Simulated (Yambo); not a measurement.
NaCaIrH$_{6}$ (space group F-43m, No. 216), G0W0@LDA in Yambo (4×4×4 mesh, plasmon pole; 7 Ry block, no terminator). The number N of bands in W and G is varied.

| N | x = 1/N | gap W → X (eV) | shift of the valence edge (eV) |
|---|---|---|---|
| 55 | 0.01818 | 4.732 | 0.112 |
| 80 | 0.01250 | 4.738 | -0.085 |
| 109 | 0.00917 | 4.744 | -0.236 |
| 140 | 0.00714 | ? | ? |

Problem. Basis-set arguments suggest E = E∞ + A x. Fix A and E∞ from the two rows above the withheld one, predict the row at 140 bands, and test the form.

Solution. Gap: A = (4.744 − (4.738))/(0.00917 − 0.01250) = -1.80, E∞ = 4.761 eV, so 4.748 eV is predicted; the run gave 4.750 eV (miss 2 meV). The first two rows have slope -1.06, so the form doesn't hold yet over the whole range. Shift: A = (-0.236 − (-0.085))/(0.00917 − 0.01250) = 45.3, E∞ = -0.652 eV, so -0.328 eV is predicted; the run gave -0.337 eV (miss 9 meV). The first two rows have slope 34.7, so the form doesn't hold yet over the whole range. The other settings are held fixed.

Spin-orbit coupling is not included.

Geometry of the Materials Project entry, not relaxed at this level; primitive cell a = 5.110 Å, b = 5.110 Å, c = 5.110 Å, α = 60.00°, β = 60.00°, γ = 60.00°.

The structure is a Materials Project entry; no match was found in the copy of COD used, and its stability was not checked.

A shift is the quasiparticle energy of the state minus its LDA energy.
